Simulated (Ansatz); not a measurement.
## Calculated with Ansatz: SrBiSb2Br, settings compared

Run with:

```bash
ansatz run input.yaml --threads 1 --pin off --max-ram 2560MiB --backend cpu --events-out ev --progress --plain --runs-dir out
```

input.yaml:

```yaml
crystal:
  lattice:
    - [6.306782, 0.0, 0.0]
    - [3.153391, -7.267894, 0.0]
    - [0.0, 0.0, -6.160719]
  atoms:
    - { symbol: Br, position: [0.7445, 0.511, 0.75] }
    - { symbol: Br, position: [0.2555, 0.489, 0.25] }
    - { symbol: Sb, position: [0.247, 0.0, 0.0] }
    - { symbol: Sb, position: [0.753, 0.0, 0.5] }
    - { symbol: Sb, position: [0.753, 0.0, 0.0] }
    - { symbol: Sb, position: [0.247, 0.0, 0.5] }
    - { symbol: Sr, position: [0.405, 0.19, 0.75] }
    - { symbol: Sr, position: [0.595, 0.81, 0.25] }
    - { symbol: Bi, position: [0.0739, 0.8522, 0.75] }
    - { symbol: Bi, position: [0.9261, 0.1478, 0.25] }
  symmetry: { tolerance: 0.0003 }
kpoints:
  mp_grid: { grid: [3, 3, 3], shift: [0, 0, 0] }
magnetization:
  spin_polarized: false
scf:
  occupations: { method: cold, width: 0.0156 }
hamiltonian:
  pseudopotentials: { kind: paw }
  xc: pbe
basis:
  ecutwfc: 420
output:
  forces: true
  stress: true
  eigenvalues: true
```

Origin of the cell: a known structure type with other elements, at an estimated volume, so it need not be a known compound.

Output of this run (shortened):

```
Pseudopotentials: kind: paw
Pseudopotential: Br, paw, valence charge 7, recommended cutoff 420 eV (normal), Br.paw.azcp
Pseudopotential: Sb, paw, valence charge 15, recommended cutoff 420 eV (normal), Sb.paw.azcp
Pseudopotential: Sr, paw, valence charge 10, recommended cutoff 420 eV (normal), Sr.paw.azcp
Pseudopotential: Bi, paw, valence charge 15, recommended cutoff 420 eV (normal), Bi.paw.azcp
Functional definition: PBE
  exchange = pbe_x(kappa = kappa, mu = beta*pi^2/3)
  correlation = pbe_c(beta = beta)
Crystal: 10 atoms, lattice volume = 282.389 Å³
Basis set: ecut = 420 eV, 5547 PW (Γ), exchange–correlation on 90×108×90 points (8 copies of the dense FFT grid, shifted against one another)
Bands: 75, of which v1, the nominal top of the filled ones, is band 62 counted from 1 (61 counted from 0)
Symmetry: 8 space group operations
[… 10 lines left out …]
Initial density: superposition of atomic densities (neutral atoms: chi_scale 0, normalization atom), corrected by the library's trained network
Functional: x = pbe(κ = 0.804, μ = 0.219515), c = pbe(β = 0.066725)
SCF iter   1: F=—  HF=-63366.902101 eV  Δρ=6.24e-3  dr2=1.72e-1  defer=7
SCF iter   2: F=—  HF=-63366.889273 eV  S|Δr|=    0.00e0  Δρ=4.63e-3  dr2=1.04e-1  defer=62
SCF iter   3: F=—  HF=-63366.865004 eV  S|Δr|=    0.00e0  Δρ=1.80e-3  dr2=2.04e-2  defer=38
SCF iter   4: F=—  HF=-63366.862379 eV  S|Δr|=    0.00e0  Δρ=6.52e-4  dr2=2.76e-3  defer=62
SCF iter   5: F=—  HF=-63366.862348 eV  S|Δr|=    0.00e0  Δρ=4.68e-4  dr2=1.33e-3  defer=62
[… 4 lines left out …]
SCF iter  10: F=—  HF=-63366.861845 eV  S|Δr|=    0.00e0  Δρ=3.03e-5  dr2=5.64e-6  defer=62
SCF iter  11: F=—  HF=-63366.861844 eV  S|Δr|=    0.00e0  Δρ=1.29e-5  dr2=2.10e-6  defer=62
SCF iter  12: F=—  HF=-63366.861844 eV  S|Δr|=    0.00e0  Δρ=6.75e-6  dr2=4.20e-7  defer=62
SCF iter  13: F=—  HF=-63366.861844 eV  S|Δr|=    0.00e0  Δρ=4.67e-6  dr2=1.80e-7  defer=62
SCF iter  14: F=-63366.861844 eV  HF=-63366.861844 eV  S|Δr|=    0.00e0  Δρ=1.62e-6  dr2=2.13e-8
SCF 1 converged in 14 iterations: F = -63366.861844 eV  dr2 = 2.13e-8
SCF converged after 14 iterations
Stability not checked: this state was not tested for a lower state beside it, because cold or Methfessel-Paxton smearing, or corrected tetrahedra, fill the levels in a way that the test cannot read (fill_not_monotonic; […]
Free energy (F): -63366.861844 eV
Harris-Foulkes:  -63366.861844 eV  (|F-HF|=1.35e-8)
Internal energy: -63366.859127 eV  (E = F + TS)
E sigma→0 (E₀):  -63366.860938 eV
Entropy (-TS):   -0.002717 eV (-0.272 meV/atom)
Fermi energy:    9.748768 eV
--- Per-component energies (eV) ---
  E_band       = -1087.940358
  E_kinetic    = 2282.624049
  E_local      = -16942.446278  (includes V_loc(G=0)·N_el)
  E_nonlocal   = 3127.185575
  E_hartree    = 7175.849728
  E_xc         = -1765.637893
  E_vxc        = -1249.930720  (∫ρ·V_xc dr)
  E_paw        = -49514.630042  (= ΣΔE_a)
  E_vpaw       = -2657.077953  (= ΣTr[D̂ρ^β])
  E_aug_tail   = -0.000864  (compensation charges beyond the density's cutoff)
  E_ewald      = -7729.803402
  E_smearing   = -0.002717  (= −TS)
  Σ components = -63366.861844   (vs F -63366.861844, Δ=0.00e0)
--- Forces (eV/Å), atoms counted from 1 ---
  atom   1  Br     0.000000     0.029170     0.000000
  atom   2  Br     0.000000    -0.029170     0.000000
[… 3 lines left out …]
  atom   6  Sb     4.647049     0.000000     0.000000
  atom   7  Sr     0.000000   -10.175691     0.000000
  atom   8  Sr     0.000000    10.175691     0.000000
  atom   9  Bi     0.000000    13.487690     0.000000
  atom  10  Bi     0.000000   -13.487690     0.000000
  max |Σ_I F_I| component: 1.78e-15 eV/Å
--- Stress (GPa, compression-positive) ---
       58.989697       0.000000       0.000000
        0.000000      29.439229       0.000000
        0.000000       0.000000      52.147927
  P = ⅓ Tr σ = 46.8590 GPa (468.590 kbar)
```

The same input was run again with these changes:

1. `magnetization` { spin_polarized: false } → { spin_polarized: true } (starts: small); typed moments: Br1 0.2, Br2 0.2, Sb3 0.2, Sb4 0.2, Sb5 0.2, Sb6 0.2, Sr7 0.2, Sr8 0.2, Bi9 0.2, Bi10 0.2
2. `scf.eigensolver.kind` default → davidson; `basis.precision` default → f64; `hamiltonian.xc` pbe → pbesol; `basis.ecutwfc` 420 → "350 eV"
3. `hamiltonian.xc` pbe → lda; `kpoints.mp_grid.grid` [3, 3, 3] → [4, 4, 4]; `scf.eigensolver.kind` default → davidson
4. `basis.ecutwfc` 420 → "550 eV"

```csv
run,end,SCF iterations,P (GPa),max force component (eV/Å),moment (μB),ΔE(σ→0) (meV/atom)
base,converged,14,46.86,13.488,–,0
1,converged,16,46.87,13.451,0.37,-0.42
2,converged,14,43.48,12.917,–,–
3,converged,10,41.42,12.435,–,–
4,converged,14,46.85,13.487,–,-1.44
```

Energies are compared only where functional, datasets, charge and starting cell are the same.

Not properties of the system: run 2 (too coarse or loose: `basis.ecutwfc` = "350 eV").

Caveats of the base run: no spin-orbit coupling, though heavy elements are present; the given cell is far from equilibrium, with atoms too close or a volume far off; the k mesh is coarse if the cell is a metal.

Run 2: the cutoff lies below the datasets' advice.

Time of the base run: 22 s of wall time on 1 CPU thread(s) of a shared host, from the program's own first density.
